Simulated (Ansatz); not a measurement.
Be:
```xyz
1
Lattice="-1.2306 1.2306 1.2306 1.2306 -1.2306 1.2306 1.2306 1.2306 -1.2306" Properties=species:S:1:pos:R:3 pbc="T T T"
Be     0.0000     0.0000     0.0000
```

Relaxed with LDA. Special points in fractions of this cell's reciprocal vectors: Γ (0.000, 0.000, 0.000); H (0.500, -0.500, 0.500); N (0.000, 0.000, 0.500); P (0.250, 0.250, 0.250).

Q: List the band energies nearest the Fermi level at these points for DFT-LDA in the program Ansatz with PAW potentials.

A: In eV from the Fermi level; about four levels below and three above (degenerate sets whole), none deeper than 8.9 eV; … stands for higher levels left out; points with the same levels are listed once.

| k | below | above |
|---|---|---|
| Γ | – | … |
| N | -5.46 | … |

Space group Im-3m (bcc (W type)). The workflow started from a Materials Project entry (that database holds measured and hypothetical structures alike); the Crystallography Open Database copy checked does not list it. It is not the phase usual at ambient conditions (space group No. 194). The cell was relaxed with LDA under the symmetry of its start; its stability against distortions is not shown here.

Potentials: the earlier of the program's two PAW sets.
